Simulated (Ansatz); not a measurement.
What does Ansatz print for the nuclei with this input?

The cell is an entry of the Crystallography Open Database (COD) (the cell was measured well above room temperature).

```yaml
crystal:
  lattice:
    - [4.993, 0.0, 0.0]
    - [0.0, 4.993, 0.0]
    - [0.0, 0.0, 7.005]
  atoms:
    - { symbol: Si, position: [0.29665, 0.29665, 0.0] }
    - { symbol: Si, position: [0.20335, 0.79665, 0.25] }
    - { symbol: Si, position: [0.70335, 0.70335, 0.5] }
    - { symbol: Si, position: [0.79665, 0.20335, 0.75] }
    - { symbol: O, position: [0.2406, 0.0966, 0.17468] }
    - { symbol: O, position: [0.4034, 0.7406, 0.42468] }
    - { symbol: O, position: [0.7594, 0.9034, 0.67468] }
    - { symbol: O, position: [0.5966, 0.2594, 0.92468] }
    - { symbol: O, position: [0.7406, 0.4034, 0.57532] }
    - { symbol: O, position: [0.9034, 0.7594, 0.32532] }
    - { symbol: O, position: [0.2594, 0.5966, 0.07532] }
    - { symbol: O, position: [0.0966, 0.2406, 0.82532] }
kpoints:
  mp_grid: { grid: [5, 5, 3] }
scf:
  occupations: { method: fermi_dirac, width: 0.02 }
hamiltonian:
  xc: pbe
  pseudopotentials: { kind: paw, frozen_core: stored }
output:
  forces: true
  stress: true
  populations: true
  efg: { quadrupole_moments_barn: { O: -0.02558 } }
```

```sh
ansatz run input.yaml --threads 1 --pin off --max-ram 3072MiB --backend cpu --events-out ev --progress --plain --runs-dir out
```

Of the output, the block on the nuclei alone is shown; the set-up, the SCF iterations, energies, forces and stress are cut. One atom of each set with nearly equal values is shown.

```
--- PAW observables at the nuclei: V_zz in 10²¹ V/m², potentials from the cell's mean, atoms counted from 1 ---
  atom   1  Si V_zz =    -0.432298   η = 0.8563   by run symmetry: allowed
            electrostatic potential = -1353.718503 V   contact ρ = none
  atom   5  O  V_zz =    +9.486964   η = 0.1143   by run symmetry: allowed   C_q = -5.8679 MHz
            electrostatic potential = -617.922141 V   contact ρ = none
```

The run took 7.2 s of wall time (7.1 s of CPU time) and 0.42 GiB at its peak, on 1 thread of Intel Xeon Platinum 8488C (Sapphire Rapids) (x86_64; 16 cores open to the job, memory cap 3.0 GiB, no GPU), a shared host with a load of 0.2 a core.

The calculated pressure of 8 GPa (PBE) comes largely from the unrelaxed atoms: it is 0.9 GPa once they are relaxed in the same cell. The largest force is 0.5 eV/Å, so the atoms aren't at the calculated equilibrium and relaxing them would move these values.
